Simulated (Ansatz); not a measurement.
AlN (zinc blende, F-43m), PBE (plane waves, PAW; program Ansatz). The conduction-band minimum lies at X, with 3 equivalent valleys. Second derivatives d²E/dk² of the lowest band at one valley (eV·Å²), along Cartesian directions:

| direction | d²E/dk² |
|---|---|
| [100] | 14.42 |
| [010] | 23.34 |
| [001] | 23.34 |
| [110] | 18.88 |
| [101] | 18.88 |
| [011] | 23.33 |

**Question.** Find the principal effective masses, the density-of-states mass and the conductivity mass.

**Answer.** Off-diagonal terms follow from H_xy = H[110] − (H_xx + H_yy)/2, and m*/mₑ = 7.620 eV·Å² over each eigenvalue: 0.33, 0.33, 0.53. One valley's DOS mass (m₁m₂m₃)^(1/3) = 0.38, conductivity mass 3/(Σ 1/mᵢ) = 0.37 mₑ.

**Question.** What effective density of states Nc follows at 300 K for parabolic valleys?

**Answer.** Nc = 2.509e19 × 3 × (0.38)^(3/2) ≈ 1.8e19 cm⁻³.

Symmetry was held in the PBE relaxation.

Potentials: the earlier of the program's two PAW sets.

Edges and masses are those of Kohn–Sham bands, whose gap is no quasiparticle gap.
